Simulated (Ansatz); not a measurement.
BN:
```
CELL_PARAMETERS angstrom
      2.48831     0.00000     0.00000
     -1.24416     2.15494     0.00000
      0.00000     0.00000     6.49510
ATOMIC_POSITIONS crystal
  B  0.66667 0.33333 0.25000
  N  0.33333 0.66667 0.25000
  B  0.33333 0.66667 0.75000
  N  0.66667 0.33333 0.75000
```

Relaxed with LDA. Special points in fractions of this cell's reciprocal vectors: Γ (0.000, 0.000, 0.000); M (0.500, 0.000, 0.000); K (0.333, 0.333, 0.000); A (0.000, 0.000, 0.500); L (0.500, 0.000, 0.500); H (0.333, 0.333, 0.500).

Task: List the band energies nearest the valence-band maximum at these points for LDA in the plane-wave PAW code Ansatz.

Result: In eV from the valence-band maximum; about four levels below and three above (degenerate sets whole), none deeper than 8.9 eV; points with the same levels are listed once.

```tsv
k	below	above
Γ	-1.37 -1.37 -1.33 -1.33	5.04 10.31 11.55 11.55
M	-4.25 -4.17 -1.63 -0.46	4.03 5.61 9.61
K	-7.12 -7.12 -0.17 -0.17	4.76 4.76 10.31
A	-1.35 -1.35 -1.35 -1.35	7.60 7.60 11.62 11.62 11.62 11.62
L	-4.21 -4.21 -1.01 -1.01	4.54 4.54 10.06 10.06
H	-7.13 -7.13 -0.06 -0.06	4.48 4.48 11.61 11.61
```

Space group P6_3/mmc. The cell was relaxed with LDA under the symmetry of its start. A crystal of weakly bound layers computed without a dispersion correction: the cell and the soft elastic constants depend strongly on that.

Potentials: the earlier of the program's two PAW sets. The files were generated under PBE; for other functionals the program regenerates the frozen cores, and for LDA and PBEsol the local potential too.
